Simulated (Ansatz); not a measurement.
ReSe in the rocksalt structure

Method: r²SCAN, scalar-relativistic; collinear spin; PAW, 500 eV, Γ-centred 12×12×12 mesh, 0.05 eV Gaussian smearing; code Ansatz; PAW files: Ansatz's generated set soft_2.

```yaml
crystal:
  lattice:
    - [0.00000, 2.62076, 2.62076]
    - [2.62076, 0.00000, 2.62076]
    - [2.62076, 2.62076, 0.00000]
  atoms:
    - { symbol: Re, position: [0.50000, 0.50000, 0.50000] }
    - { symbol: Se, position: [0.00000, 0.00000, 0.00000] }
```

The start was a prototype's sites filled with these elements, not a measured cell.

Magnetic state: ferromagnetic, site spin moments Re 1.77; Se 0.05 μB.

The cell has space group Fm-3m (read at 0.01 Å). In it the stress is -0.03, -0.03, -0.03, 0.00, 0.00, 0.00 GPa and the largest force component 0.000 eV/Å. Each change below starts from this cell, without further relaxation. Stress is in GPa, positive in compression, in the order xx, yy, zz, yz, xz, xy; energies are counted from the cell above and are free energies with the smearing's entropy, which match forces and stress in a metal.

What happens when atom 1 (Re) is moved by 0.05 Å along x?

The energy changes by 3.7 meV per cell, and the force on it along the shift is -0.142 eV/Å (−F/u = 2.84 eV/Å²). Stress: 0.29, -0.18, -0.18, 0.00, 0.00, 0.00. Spin moments: Re 1.72 μB.
| atom | Fx (eV/Å) | Fy | Fz |
| --- | --- | --- | --- |
| Re1 | -0.142 | 0.000 | 0.000 |
| Se2 | 0.142 | 0.000 | 0.000 |
In a harmonic crystal the energy would rise by −½F·u = ½ × 2.84 × 0.05² eV = 3.5 meV, close to the run's value; the rest is anharmonic or numerical.

What stress follows from an engineering strain of -2 % in yz, atoms carried along?

-0.02, 0.01, 0.01, 0.28, 0.00, 0.00 GPa; the energy changes by 0.7 meV per cell.
The change of the stress over the strain gives a clamped-atom stiffness of about 14.2 GPa for this component.

All atoms and the cell are disturbed at random:
```xyz
2
Lattice="0.0081 2.6227 2.6547 2.6154 0.0514 2.6114 2.6497 2.6137 0.0170" Properties=species:S:1:pos:R:3 pbc="T T T"
Re    2.7016    2.6734    2.6241
Se   -0.0650   -0.0295    0.0174
```
Give the energy change, the stress and the forces.

26.6 meV per cell; stress 1.57, 1.49, -1.66, -0.20, 0.05, -0.12 GPa. Spin moments: Re 1.48 μB.
| atom | Fx (eV/Å) | Fy | Fz |
| --- | --- | --- | --- |
| Re1 | -0.170 | -0.158 | 0.042 |
| Se2 | 0.170 | 0.158 | -0.042 |

 Scalar-relativistic only: spin–orbit splittings of the heavy atoms' levels are missing. The run wasn't fully tested for a lower electronic state. Site moments are of spin, integrated over atomic spheres. The moments were started parallel, and the real magnetic order may be another.
